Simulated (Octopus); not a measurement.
KCl (Fm-3m, No. 225): conduction levels under hydrostatic strain

KCl (Fm-3m, No. 225), cubic lattice constant 6.284 Å. The cell is a database entry, not relaxed again.

Computed with Octopus (real-space grid): LDA, grid spacing about 0.16 Å, Γ-centred 6×6×6 k-mesh, Fermi-Dirac smearing of 0.01 eV, no spin polarisation, PseudoDojo 0.4 LDA potentials. The cell is scaled uniformly. Energies of the lowest empty band count from each cell's highest valence level among the special points, at Γ; they are Kohn-Sham values at fixed points of the zone.

```
a (Å)  ln(V/V₀)  Γ (eV)  X (eV)  L (eV)
-----  --------  ------  ------  ------
6.001   -0.1381   5.257   5.984   7.575
6.064   -0.1069   5.136   6.033   7.488
6.127   -0.0760   5.021   6.076   7.402
6.189   -0.0453       ?       ?       ?
6.252   -0.0150   4.808   6.147   7.230
6.284    0.0000   4.758   6.162   7.188
6.347    0.0299   4.662   6.188   7.103
```

V₀ is the volume of the database cell.

Question: Fit each column by a quadratic in ln V through the rows shown. Give the volume deformation potentials dE/d ln V at the withheld row, and predict that row.

Answer: Fits: Γ: 4.758 −3.29 x +2.4 x²; X: 6.162 +0.94 x −2.5 x²; L: 7.188 −2.83 x −0.2 x², with x = ln(V/V₀). At x = -0.0453 the slopes are −3.5 eV (Γ), +1.2 eV (X), −2.8 eV (L). Predicted against computed: 4.911 against 4.911 eV, 6.114 against 6.114 eV, 7.316 against 7.316 eV.

The lowest of these levels is that at Γ in all rows.
